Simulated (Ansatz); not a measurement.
Polymorphs of SnC, each relaxed with DFT-PBE in the program Ansatz with PAW potentials:

A: CsCl type (Pm-3m)
a = 3.1041 Å, b = 3.1041 Å, c = 3.1041 Å, α = 90.00°, β = 90.00°, γ = 90.00°

```csv
atom,site,symmetry,x,y,z
Sn,1a,m-3m,0.0000,0.0000,0.0000
C,1b,m-3m,0.5000,0.5000,0.5000
```

B: rock salt (Fm-3m)
a = b = c = 4.7988 Å, α = β = γ = 90.00°

```csv
atom,site,symmetry,x,y,z
C,4a,m-3m,0.0000,0.0000,0.0000
Sn,4b,m-3m,0.5000,0.5000,0.5000
```

C: wurtzite (P6_3mc)
a = 3.591 Å, b = 3.591 Å, c = 5.879 Å, α = 90.00°, β = 90.00°, γ = 120.00°

| atom | site | symmetry | x | y | z |
|---|---|---|---|---|---|
| Sn | 2b | 3m. | 0.3333 | 0.6667 | 0.0003 |
| C | 2b | 3m. | 0.6667 | 0.3333 | 0.1247 |

Task: Order them by energy per atom at 0 K (lowest first) at the level PBE.

Result: C (+0 meV/atom), B (+489 meV/atom), A (+1281 meV/atom)

Task: Give each one's gap.

Result: A no gap; B no gap; C 0.80 eV.

Constructed cells (a structure type filled with these elements, in neither database checked): A; B. Typed or built starts, not in the databases checked: C. All cells were relaxed under the symmetry of their starts (and spin orders); stability against distortions was not tested throughout. Scalar-relativistic: spin–orbit coupling is off unless named, which matters more the heavier the elements.

Energies hold the estimated change up to a 700 eV cutoff; steps of a few meV lie near the error of the meshes.

Potentials: the later of the program's two PAW sets.
